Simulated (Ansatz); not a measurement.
# RuB₂ (MoSi2-type structure)

Computed with Ansatz (plane waves, PAW, 420 eV cutoff): PBEsol, scalar-relativistic, no spin polarisation, 16×16×16 k-mesh, Gaussian smearing of 0.05 eV; PAW files: Ansatz's generated set soft_2.

Space group I4/mmm (No. 139). a = 2.724 Å, b = 2.724 Å, c = 6.812 Å, α = 90.00°, β = 90.00°, γ = 90.00°
```tsv
atom	site	symmetry	x	y	z
Ru	2a	4/mmm	0.0000	0.0000	0.0000
B	4e	4mm	0.0000	0.0000	0.3236
```

The start was a prototype's sites filled with these elements. The Crystallography Open Database lists the compound in space group Pmmn, so this is a trial structure.

The cell above was scaled in volume, and shape and atoms were relaxed at each volume within its symmetry. Energies are counted from the cell above.

Cell and atoms are those of this level's equilibrium.

```
V (Å³/atom)  ΔE (meV/atom)  P (GPa)
       8.09           15.5     15.3
       8.26              ?        ?
       8.43            0.0      0.0
       8.59            3.5     -6.6
       8.76           13.6    -12.5
```

Question: Fill in the withheld row.

Answer: ΔE (meV/atom): 3.7, P (GPa): 7.3.

Question: What do the points give for the equilibrium volume, the bulk modulus and its pressure derivative (third-order Birch–Murnaghan)?

Answer: V0 = 8.43 Å³/atom, B0 = 346 GPa, B0′ = 4.1.

B0·V0 = 345.5 GPa × 8.43 Å³ = 18.17 eV/atom sets the scale: near the minimum ΔE ≈ ½ B0 V0 x², with x = V/V0 − 1, and a pressure of 3.5 GPa squeezes the volume by about 1 %. At the ends of the curve: x = −4.0 % predicts 14.5 meV/atom and the run gives 15.5; x = +4.0 % predicts 14.6 meV/atom and the run gives 13.6. The lopsidedness is anharmonic: atoms resist being pushed together more than being pulled apart. The run is a metal.
